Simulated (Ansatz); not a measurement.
InMo3C (anti-perovskite, Pm-3m) under volume change, DFT-PBEsol in the program Ansatz with PAW potentials, scaled uniformly.

```csv
V (Å³/atom),E − E(relaxed) (meV/atom),P (GPa)
13.220,(withheld),(withheld)
13.655,44.1,17.13
14.091,10.4,7.88
14.527,0.0,0.00
14.963,9.4,-6.70
15.399,(withheld),(withheld)
15.834,76.0,-17.22
```

**Question.** Complete the blanks.

**Answer.** 
- 15.399, E − E(relaxed) (meV/atom): 35.5
- 15.399, P (GPa): -12.39
- 13.220, E − E(relaxed) (meV/atom): 105.1
- 13.220, P (GPa): 28.01

**Question.** What does a third-order Birch–Murnaghan fit give for V₀, B₀ and B′?

**Answer.** V₀ = 14.53 Å³/atom, B₀ = 241 GPa, B′ = 4.4.

The start of the workflow was typed in or built on a structure type; neither database checked (COD, Materials Project) lists it. Whether it is the stable phase at ambient conditions was not checked. Symmetry was held in the PBEsol relaxation; its stability against distortions is not shown here. No spin polarisation was allowed.

Potentials: the later of the program's two PAW sets.
